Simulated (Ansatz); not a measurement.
This cell of AlNi₃ (Cu3Au type) is off equilibrium:

```xyz
4
Lattice="3.4048 0.0000 0.0000 0.0000 3.4048 0.0000 0.0000 0.0000 3.6091" Properties=species:S:1:pos:R:3 pbc="T T T"
Ni     0.0000     1.7024     1.8045
Ni     1.7024     1.7024     0.0000
Ni     1.7024     0.0000     1.8045
Al     0.0000     0.0000     0.0000
```

Calculation: PBEsol (plane waves to 420 eV, PAW, scalar-relativistic; Ansatz, a first-principles code). k mesh 13×13×13 (Γ-centred), Fermi-Dirac smearing 0.05 eV. The energy includes the smearing's −TS. Compression counts positive. The magnetisation changes by over a third across the map, so nothing is fitted. With partly filled bands, the response to shear is sensitive to the k mesh, so small differences along c/a are uncertain. AlNi3 was relaxed with its symmetry unable to fall. Relaxed AlNi3 ends ferromagnetic. The magnetic order is the one the run started from; other orders were not tried.

What is the stress tensor (GPa)?


```
   11.8      0.0      0.0
    0.0     11.8      0.0
    0.0      0.0      4.2
```
The pressure, a third of the trace, is 9.3 GPa.

It is the relaxed cell deformed to V/V₀ = 0.960, (c/a)/(c/a)₀ = 1.060, c along z, fractional positions held. What is its energy relative to the relaxed cell?

21 meV/atom.

(Under strain, the slope of the energy per volume gives the stress and its curvature an elastic modulus.)
